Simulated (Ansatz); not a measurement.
## Does relaxation matter for the field gradients of CdPtC6N6?

Start: a structure deposited in the COD.

Space group Fm-3m (No. 225); a = 10.9380 Å.

| site | Wyckoff | site symmetry | x | y | z |
| --- | --- | --- | --- | --- | --- |
| Cd | 4b | m-3m | 0.5000 | 0.5000 | 0.5000 |
| Pt | 4a | m-3m | 0.0000 | 0.0000 | 0.0000 |
| C | 24e | 4m.m | 0.5000 | 0.5000 | 0.8145 |
| N | 24e | 4m.m | 0.5000 | 0.5000 | 0.7140 |

One atom of each set is listed; the run and its k-mesh use a cell of 14 atoms with edges of 7.73, 7.73, 7.73 Å.

The numbers come from a DFT calculation in Ansatz (PBE, plane waves and PAW, scalar-relativistic, 420 eV cutoff, Γ-centred 5×5×5 k-points, Fermi–Dirac smearing 0.05 eV).

The largest force at the start is 8.5 eV/Å. Relaxing the ions at fixed cell moves them by 0.034 Å at most (atom 9, N) and 0.027 Å rms. End positions:

Cd (0.5000, 0.5000, 0.5000)
Pt (0.0000, 0.0000, 0.0000)
C (0.5000, 0.5000, 0.8167)
N (0.5000, 0.5000, 0.7109)

```csv
site,moved (Å),first shell before,first shell after,V_zz before (10²¹ V/m²),η before
C,0.024,"1 N at 1.10 Å, 1 Pt at 2.03 Å, angle 180°","1 N at 1.16 Å, 1 Pt at 2.01 Å, angle 180°",-4.01,0.00
N,0.034,1 C at 1.10 Å,1 C at 1.16 Å,-7.01,0.00
```

Problem. How do the gradients change?

Solution. 

```tsv
site	V_zz after	η after	change of V_zz
C	-3.82	0.00	+0.19
N	-5.88	0.00	+1.13
```

The largest change of V_zz is on N, from -7.01 to -5.88. In per cent, |V_zz| changes by -5 on C, -16 on N (all sites that start above 0.5). Sites without a gradient aren't listed. Forces this large mark an entry whose positions are poorly determined or wrongly transcribed.

Without spin–orbit coupling the gradients at and beside Pt can be off by some per cent, at some sites by more. The database entry as given showed forces above 3 eV/Å or a pressure above 30 GPa, though relaxing it moves no atom far.
